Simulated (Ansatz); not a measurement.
SiO2:
```cif
data_O24Si12
_chemical_formula_sum 'O24 Si12'
_space_group_name_H-M_alt 'P 1'
_space_group_IT_number 1
_cell_length_a 9.77585
_cell_length_b 9.77585
_cell_length_c 9.77314
_cell_angle_alpha 90.000
_cell_angle_beta 90.000
_cell_angle_gamma 90.000
loop_
_space_group_symop_operation_xyz
  'x, y, z'
loop_
_atom_site_label
_atom_site_type_symbol
_atom_site_fract_x
_atom_site_fract_y
_atom_site_fract_z
_atom_site_occupancy
O1 O 0.26823 0.12557 0.10734 1
O2 O 0.37443 0.76823 0.35734 1
O3 O 0.73177 0.87443 0.60734 1
O4 O 0.62557 0.23177 0.85734 1
O5 O 0.76823 0.37443 0.64266 1
O6 O 0.87443 0.73177 0.39266 1
O7 O 0.23177 0.62557 0.14266 1
O8 O 0.12557 0.26823 0.89266 1
O9 O 0.26685 0.87558 0.14246 1
O10 O 0.62442 0.76685 0.39246 1
O11 O 0.73315 0.12442 0.64246 1
O12 O 0.37558 0.23315 0.89246 1
O13 O 0.76685 0.62442 0.60754 1
O14 O 0.12442 0.73315 0.35754 1
O15 O 0.23315 0.37558 0.10754 1
O16 O 0.87558 0.26685 0.85754 1
O17 O 0.48309 0.98168 0.24857 1
O18 O 0.51832 0.98309 0.49857 1
O19 O 0.51691 0.01832 0.74857 1
O20 O 0.48168 0.01691 0.99857 1
O21 O 0.98309 0.51832 0.50143 1
O22 O 0.01832 0.51691 0.25143 1
O23 O 0.01691 0.48168 0.00143 1
O24 O 0.98168 0.48309 0.75143 1
Si1 Si 0.25064 0.25064 0.00000 1
Si2 Si 0.24936 0.75064 0.25000 1
Si3 Si 0.74936 0.74936 0.50000 1
Si4 Si 0.75064 0.24936 0.75000 1
Si5 Si 0.37496 0.99990 0.12426 1
Si6 Si 0.50010 0.87496 0.37426 1
Si7 Si 0.62504 0.00010 0.62426 1
Si8 Si 0.49990 0.12504 0.87426 1
Si9 Si 0.87496 0.50010 0.62574 1
Si10 Si 0.00010 0.62504 0.37574 1
Si11 Si 0.12504 0.49990 0.12574 1
Si12 Si 0.99990 0.37496 0.87574 1
```

Relaxed with LDA.

Question: Give the optical modes at the zone centre with their infrared activity from DFPT, DFT-LDA in the program Ansatz with PAW potentials.

Answer: Transverse frequencies, without the LO–TO term; a row sums one degenerate level.

```csv
ω (cm⁻¹),degeneracy,IR ((D/Å)²/amu),activity
41i,1,0.00,IR-inactive
31,1,0.00,IR-inactive
31,1,0.00,IR-inactive
39,1,0.00,IR-inactive
50,1,0.13,IR
50,2,0.25,IR
146,1,0.00,IR-inactive
146,2,0.00,IR-inactive
149,2,0.00,IR-inactive
149,1,0.00,IR-inactive
192,1,0.00,IR-inactive
192,1,0.00,IR-inactive
234,1,0.00,IR-inactive
234,1,0.00,IR-inactive
246,2,0.00,IR-inactive
246,1,0.00,IR-inactive
247,1,0.00,IR-inactive
247,2,0.00,IR-inactive
256,2,0.00,IR-inactive
256,1,0.00,IR-inactive
271,2,0.00,IR-inactive
271,1,0.00,IR-inactive
281,2,0.88,IR
281,1,0.44,IR
302,2,0.00,IR-inactive
302,1,0.00,IR-inactive
321,1,0.00,IR-inactive
321,1,0.00,IR-inactive
351,1,0.00,IR-inactive
351,1,0.00,IR-inactive
376,1,5.78,IR
376,2,11.61,IR
382,1,16.26,IR
382,2,32.46,IR
387,2,0.02,IR
387,1,0.00,IR-inactive
428,1,0.00,IR-inactive
450,1,0.00,IR-inactive
504,1,0.00,IR-inactive
504,2,0.00,IR-inactive
551,1,0.00,IR-inactive
551,2,0.00,IR-inactive
567,1,0.00,IR-inactive
589,1,0.00,IR-inactive
597,2,0.00,IR-inactive
597,1,0.00,IR-inactive
620,1,0.00,IR-inactive
620,2,0.00,IR-inactive
720,1,0.00,IR-inactive
720,1,0.00,IR-inactive
723,2,0.01,IR-inactive
723,1,0.00,IR-inactive
767,1,0.00,IR-inactive
767,2,0.00,IR-inactive
770,1,0.00,IR-inactive
770,1,0.00,IR-inactive
815,1,31.74,IR
815,2,63.52,IR
849,1,0.00,IR-inactive
856,2,0.00,IR-inactive
856,1,0.00,IR-inactive
938,1,0.00,IR-inactive
980,2,76.96,IR
980,1,38.20,IR
1012,1,0.00,IR-inactive
1012,1,0.00,IR-inactive
1031,1,0.00,IR-inactive
1031,2,0.01,IR
1054,1,111.99,IR
1054,2,223.51,IR
1098,1,0.00,IR-inactive
1123,2,0.01,IR-inactive
1124,1,0.00,IR-inactive
1134,1,0.00,IR-inactive
1134,2,0.00,IR-inactive
1141,1,0.00,IR-inactive
1141,1,0.00,IR-inactive
1175,1,0.00,IR-inactive
1175,2,0.00,IR-inactive
```

Question: How high does the top mode go among those that the LO–TO term moves?

Answer: 1146 cm⁻¹ for q along x, 1146 cm⁻¹ for q along y, 1146 cm⁻¹ for q along z.

Space group P4_12_12. The workflow started from an entry of the Crystallography Open Database (COD). Its sites differ from those of the usual phase in this space group: another stacking or structure type. Symmetry was held in the LDA relaxation; phonons show weakly imaginary modes. The volume moved by 94 % from the start of the relaxation.

Potentials: the later of the program's two PAW sets.
